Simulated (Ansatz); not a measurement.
Energies of structures of MgF2 at several levels, each column relative to the first row (P4₂/mnm, tP6, rutile type, non-magnetic), in eV/atom. Geometries are relaxed with PBEsol (plane waves to 420 eV, PAW, scalar-relativistic; Ansatz, a quantum-chemistry and plane-wave program) unless a column says relaxed; all runs are Ansatz, PAW (cutoffs: HSE06 on this geometry 420 eV). Columns compare only within themselves.

| structure | PBEsol | HSE06 on this geometry |
|---|---|---|
| P4₂/mnm, tP6, rutile type, non-magnetic | 0.000 | 0.00 |
| Imma, oI12, non-magnetic | +0.127 | (withheld) |
| Fd-3m, cF24, AFLOW prototype A2B_cF24_227_c_a (C9, as in SiO2), non-magnetic | +0.190 | (withheld) |

**Question.** Fill in the missing entries.

**Answer.** 
- Imma, oI12, non-magnetic, HSE06 on this geometry: +0.11
- Fd-3m, cF24, AFLOW prototype A2B_cF24_227_c_a (C9, as in SiO2), non-magnetic, HSE06 on this geometry: +0.15

At HSE06 on this geometry the lowest of those computed is still P4₂/mnm, tP6, rutile type, non-magnetic. HSE06 energies come from a coarser k-mesh.

1 run with a doubtful electronic state, a coarser numerical grid, an end not at rest or a source that can't be used is left out. 4 generated cells of layers, chains or molecules, poorly bound without dispersion, are left out. Each run could gain symmetry but not lose that of its start, so entries can be saddle points. From databases, or of a type measured for this composition: P4₂/mnm, tP6, rutile type, non-magnetic; Imma, oI12, non-magnetic; the others are generated cells (placed on structure types, drawn at random, substituted or restacked) that were not matched to a known phase here. Each structure is listed in the lowest spin state found for it. Static energies at zero pressure. No spin polarisation in the result.
